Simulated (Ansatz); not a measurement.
This run works on a generated trial structure, not on a known crystal.

Input and command of a plane-wave DFT calculation in Ansatz:

```yaml
crystal:
  lattice:
    - [2.63632966, 0.0, 0.0]
    - [0.0, 2.63632966, 0.0]
    - [0.0, 0.0, 3.39628658]
  atoms:
    - { symbol: Ga, position: [0.0, 0.0, 0.0] }
    - { symbol: O, position: [0.5, 0.5, 0.5] }
basis:
  ecutwfc: 420
kpoints:
  mp_grid: { grid: [20, 20, 16] }
hamiltonian:
  xc: pbe
scf:
  occupations: { method: gaussian, width: 0.1 }
output:
  forces: true
  stress: true
  eigenvalues: true
relax:
  adjacent_minimum: "off"
  f_tol: 0.01
  max_steps: 80
  cell: { stress_tol: 0.05 }
```

```bash
ansatz run input.yaml --threads 1 --pin off --max-ram 2560MiB --backend cpu --events-out ev --progress --plain --runs-dir out
```

Processor: Intel(R) Xeon(R) Processor @ 2.50GHz (Skylake/Cascade Lake), 1 thread, on a host shared with other jobs.

Task: Estimate time, memory and problem size.

Result: About 5 min, peak memory 0.51 GiB. It solves 14 bands at 594 k points (after reduction by symmetry) with about 461 plane waves (on the last cell), in 68 SCF iterations over 11 ionic steps.
